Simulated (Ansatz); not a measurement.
# Ta (Fm-3m), stationary points along a deformation path

Method: DFT PBEsol, scalar-relativistic, plane waves, PAW (Ansatz). Cutoff 420 eV, Γ-centred 22×22×22 k-points, Gaussian smearing of 0.15 eV. Spin–orbit coupling is left out, which can shift energies with elements as heavy as these. No spin polarisation. Energies are free energies at this smearing, counted from the undisturbed cell; pressure is positive in compression.

The undisturbed cell (as given, not relaxed at this level; it stands at -5.9 GPa; this fcc form isn't the usual structure):

```
Ta
1.0
     0.00000    2.11000    2.11000
     2.11000    0.00000    2.11000
     2.11000    2.11000    0.00000
Ta
1
Direct
  0.00000 0.00000 0.00000
```

At fixed volume and fractional coordinates, lengths along (0.000, 0.000, 1.000) are scaled against those across it; ρ is that ratio over its starting value. V = 18.788 Å³/atom. Δσ is the stress along the axis less the mean stress across it (compression positive).

```csv
ρ,ΔE (meV/atom),Δσ (GPa),space group
0.707,-236.1,0.01,Im-3m
0.780,-201.9,-8.71,I4/mmm
0.850,-124.7,-13.65,I4/mmm
1.000,0.0,0.00,Fm-3m
1.200,-78.4,1.68,I4/mmm
1.300,-48.0,-12.47,I4/mmm
1.414,89.2,-29.21,I4/mmm
```

**Question.** How does the stress give the slope of the energy, and where is the energy stationary?

**Answer.** Along the path d ln(length) is 2/3 d ln ρ on the axis and −1/3 d ln ρ across it, so dE/d ln ρ = −(2/3) V Δσ: the energy falls with ρ where Δσ is positive. Δσ vanishes or changes sign at ρ = 0.707 (Im-3m, an end of the scan), at -236.1 meV/atom; at ρ = 1.000 (Fm-3m), a maximum at 0.0 meV/atom; between ρ = 1.200 and 1.300, a minimum (near 1.21 by linear interpolation). Pairs of stationary points between two samples would go unseen, and could change a minimum read from distant neighbours into a maximum. At ρ = 0.707, 1.000 the cell is cubic, where symmetry alone makes the stress isotropic and the slope zero.

**Question.** Is the start the lowest point of the path?

**Answer.** No: ρ = 0.707 lies 236.1 meV/atom lower, with no sampled rise above the start on the way. Volume and inner coordinates are held, so a relaxed structure there would lie lower still.

In a metal these slopes depend on the k mesh and the smearing.